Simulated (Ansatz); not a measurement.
Here is the system:

TiAl:
```cif
data_Al3Ti3
_chemical_formula_sum 'Al3 Ti3'
_space_group_name_H-M_alt 'R-3m :H'
_space_group_IT_number 166
_space_group_name_Hall '-R 3 2"'
_cell_length_a 2.85059
_cell_length_b 2.85059
_cell_length_c 13.90763
_cell_angle_alpha 90.000
_cell_angle_beta 90.000
_cell_angle_gamma 120.000
loop_
_atom_site_label
_atom_site_type_symbol
_atom_site_symmetry_multiplicity
_atom_site_Wyckoff_symbol
_atom_site_fract_x
_atom_site_fract_y
_atom_site_fract_z
_atom_site_occupancy
Al1 Al 3 a 0.00000 0.00000 0.00000 1
Ti1 Ti 3 b 0.00000 0.00000 0.50000 1
```
(The calculation used a cell of 2 atoms; values per cell refer to that cell.)

This is the PBEsol-relaxed structure.

Problem. All from the program Ansatz at the PBEsol level (PAW), unless another level is named. Predict the formation energy from the elements (no fitted shifts).

Solution. -0.18 eV/atom.

Problem. And the density of states at the Fermi level?

Solution. 1.00 states/eV per atom (mean over ±0.08 eV).

A made-up cell: these elements were put on the sites of a structure type; neither database checked (COD, Materials Project) lists it. It is not the phase usual at ambient conditions (space group No. 123). Symmetry was held in the PBEsol relaxation. At this level the phase is mechanically unstable. No spin polarisation was allowed. The references are the lowest solids computed at this level, not always the standard phases.

Potentials: the later of the program's two PAW sets.
